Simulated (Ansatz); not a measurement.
Values for one crystal, relaxed and computed with DFT-PBE in the program Ansatz with PAW potentials; other levels are named.

```yaml
volume_per_atom: 12.74 Å³
band_gap: 1.81 eV (direct)
Electron effective mass with spin–orbit coupling: 0.21, 0.24, 0.24 mₑ (principal values)
Pressure derivative B′: 4.1
Bulk modulus (Birch–Murnaghan fit): 173 GPa
hole_effective_mass: 2.9, 13, 13 mₑ (principal values)
electron_effective_mass: 0.21, 0.24, 0.24 mₑ (principal values)
```

**Question.** Which compound is it?
A) AlN, wurtzite
B) Si3N4, Fd-3m (Si on 16c, Si on 8b, N on 32e)
C) Ge3N4, P6_3/m (Ge on 6h, N on 2c, N on 6h)
D) BN, zinc blende

**Answer.** C, Ge3N4, P6_3/m (Ge on 6h, N on 2c, N on 6h)

Symmetry was held in the PBE relaxation. Spin–orbit coupling is left out wherever it is not named.

Potentials: the earlier of the program's two PAW sets.
